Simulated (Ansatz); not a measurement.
Mo₃Os (Cu3Au type, Pm-3m) under volume change, DFT-r²SCAN in the program Ansatz with PAW potentials, scaled uniformly.

```csv
V (Å³/atom),E − E(relaxed) (meV/atom),P (GPa)
13.939,134.3,33.83
14.398,56.5,20.77
14.858,13.4,9.57
15.317,0.0,0.00
15.777,12.0,-8.18
16.236,45.8,-15.15
16.696,98.0,-21.08
```

Task: What does a third-order Birch–Murnaghan fit give for V₀, B₀ and B′?

Result: V₀ = 15.32 Å³/atom, B₀ = 294 GPa, B′ = 4.2.

The cell is a constructed one: a structure type filled with these elements; neither database checked (COD, Materials Project) lists it. COD files the formula under space group No. 223. Its standing as an ambient phase is unchecked. Symmetry was held in the r²SCAN relaxation; whether a distortion lowers the energy is not shown. No spin polarisation was allowed. Scalar-relativistic: spin–orbit coupling is off unless named, which matters more the heavier the elements.

Potentials: the earlier of the program's two PAW sets.
